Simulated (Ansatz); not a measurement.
RuW in space group P-6m2 (No. 187; Ru on 1b, W on 1e) at seven volumes, the program Ansatz at the r²SCAN level (PAW), shape and atoms relaxed at each. One row is withheld.

| V (Å³/atom) | P (GPa) |
|---|---|
| 13.392 | ? |
| 13.834 | 22.64 |
| 14.275 | 10.40 |
| 14.717 | 0.00 |
| 15.158 | -8.84 |
| 15.600 | -16.35 |
| 16.041 | -22.71 |

Task: Fit the shown pressures and predict the withheld one.

Result: Third-order Birch–Murnaghan: P = (3/2)B₀(x^(7/2) − x^(5/2))[1 + (3/4)(B′ − 4)(x − 1)] with x = (V₀/V)^(2/3). Least squares on the six rows gives V₀ = 14.717 Å³/atom, B₀ = 319.0 GPa, B′ = 4.44. At V = 13.392, x = 1.0649 and P = 37.13 GPa. The run itself gave 37.03 GPa.

The first step of the workflow began from a Materials Project structure, measured or hypothetical; the Crystallography Open Database copy checked does not list it. With Ru and W taken as one species the cell has the higher symmetry P6_3/mmc, so it may be an ordered model of a mixed-site phase. Its standing as an ambient phase is unchecked. The cell was relaxed with r²SCAN under the symmetry of its start; its stability against distortions is not shown here. No spin polarisation was allowed. Spin–orbit coupling is left out wherever it is not named.

Potentials: the later of the program's two PAW sets.
